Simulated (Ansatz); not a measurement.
**SrSbPt under strain**

The calculation used Ansatz 0.2.0, DFT r2SCAN, scalar-relativistic, plane waves, PAW. Settings: 500 eV cutoff, 12×12×10 k-mesh, Gaussian smearing of 0.10 eV, no spin polarisation.

Starting point, cell and atoms relaxed:

```yaml
crystal:
  lattice:
    - [4.53156, 0.00000, 0.00000]
    - [-2.26578, 3.92444, 0.00000]
    - [0.00000, 0.00000, 4.54607]
  atoms:
    - { symbol: Sr, position: [0.00000, 0.00000, 0.00000] }
    - { symbol: Sb, position: [0.66667, 0.33333, 0.50000] }
    - { symbol: Pt, position: [0.33333, 0.66667, 0.50000] }
```

Deformation: all cell vectors scaled alike, the atoms relaxed, all within the symmetry that the strain leaves. Energies are extrapolated to zero smearing. Stress is positive in compression, on the Cartesian axes of the cell above.

A cell with an odd number of electrons and no spin polarisation is a metal by construction and may be lower with spin. Spin–orbit coupling is left out, which can shift energies with elements as heavy as these.

```tsv
strain (%)	ΔE (meV/atom)	a (Å)	b (Å)	c (Å)	σxx (GPa)	σyy (GPa)	σzz (GPa)
-3.0	58.9	4.396	4.396	4.410	10.52	10.52	5.29
-2.0	25.1	4.441	4.441	4.455	6.47	6.47	3.28
-1.0	6.0	4.486	4.486	4.501	2.99	2.99	1.52
+0.0	0.0	4.532	4.532	4.546	0.00	0.00	-0.01
+1.0	?	4.577	4.577	4.592	?	?	?
+2.0	?	4.622	4.622	4.637	?	?	?
+3.0	47.2	4.668	4.668	4.682	-6.57	-6.57	-3.44
```

Q: Fill in the row at +1.0 %.

A: ΔE 5.7 meV/atom; σxx -2.56 GPa; σyy -2.56 GPa; σzz -1.33 GPa.

Q: Fill in the row at +2.0 %.

A: ΔE 21.8 meV/atom; σxx -4.73 GPa; σyy -4.73 GPa; σzz -2.46 GPa.